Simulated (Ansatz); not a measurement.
**CuCl (zinc blende), energy over volume and axial ratio**

CuCl (zinc blende), conventional cell a = 5.424 Å, b = 5.424 Å, c = 5.424 Å, α = 90.00°, β = 90.00°, γ = 90.00°. The calculation uses the primitive cell of 2 atoms, to which meshes and values per cell refer.

The relaxed cell is deformed in two ways at once: its volume V is scaled, and at that volume it is stretched along z (the c axis of the conventional cell) so that c/a changes. Fractional atomic positions are held.

Computed with PBE (plane waves to 420 eV, PAW, scalar-relativistic; Ansatz, a quantum-chemistry and plane-wave program). k mesh 11×11×11 (Γ-centred), Fermi-Dirac smearing 0.05 eV. The energy includes the smearing's −TS. Compression counts positive. CuCl is run without spin polarisation. CuCl was relaxed with its symmetry unable to fall. The zero of ΔE is the relaxed starting cell.

ΔE (meV/atom), with V/V₀ across and (c/a)/(c/a)₀ down:

```
(c/a)/(c/a)₀ \ V/V₀  0.960  0.973  0.987  1.000  1.013  1.027  1.040
-------------------  -----  -----  -----  -----  -----  -----  -----
0.960                  6.0    3.0    1.4    0.9    1.4    3.0    5.5
0.973                  5.6    2.6    0.9    0.4    0.9    2.5    4.9
0.987                  5.4    2.4    0.6    0.1    0.6    2.1    4.6
1.000                  5.3    2.3    0.6    0.0    0.5    2.0    4.5
1.013                  5.4    2.4    0.6    0.1    0.6    2.1    4.6
1.027                  5.6    2.6    0.9    0.4    0.9    2.4    4.9
1.040                  5.9    3.0    1.3    0.8    1.4    2.9    5.4
```

σzz (GPa), with V/V₀ across and (c/a)/(c/a)₀ down:

```tsv
(c/a)/(c/a)₀ \ V/V₀	0.960	0.973	0.987	1.000	1.013	1.027	1.040
0.960	2.45	1.67	0.96	0.30	-0.31	-0.87	-1.38
0.973	2.38	1.59	0.87	0.21	-0.40	-0.97	-1.49
0.987	2.30	1.51	0.78	0.11	-0.51	-1.08	-1.60
1.000	2.21	1.41	0.68	0.00	-0.62	-1.20	-1.73
1.013	2.11	1.31	0.57	-0.11	-0.74	-1.32	-1.85
1.027	2.01	1.20	0.45	-0.24	-0.87	-1.45	-1.99
1.040	1.89	1.08	0.33	-0.37	-1.00	-1.59	-2.13
```

Read from the data:

- Shear modulus C′ = (C11 − C12)/2 (fit, atoms clamped) = 6.2 GPa
- Lowest place on the grid = V/V₀ = 1.000, (c/a)/(c/a)₀ = 1.000 (0.0 meV/atom)
- Highest place on the grid = V/V₀ = 0.960, (c/a)/(c/a)₀ = 0.960 (6.0 meV/atom)

(Under strain, the slope of the energy per volume gives the stress and its curvature an elastic modulus.)
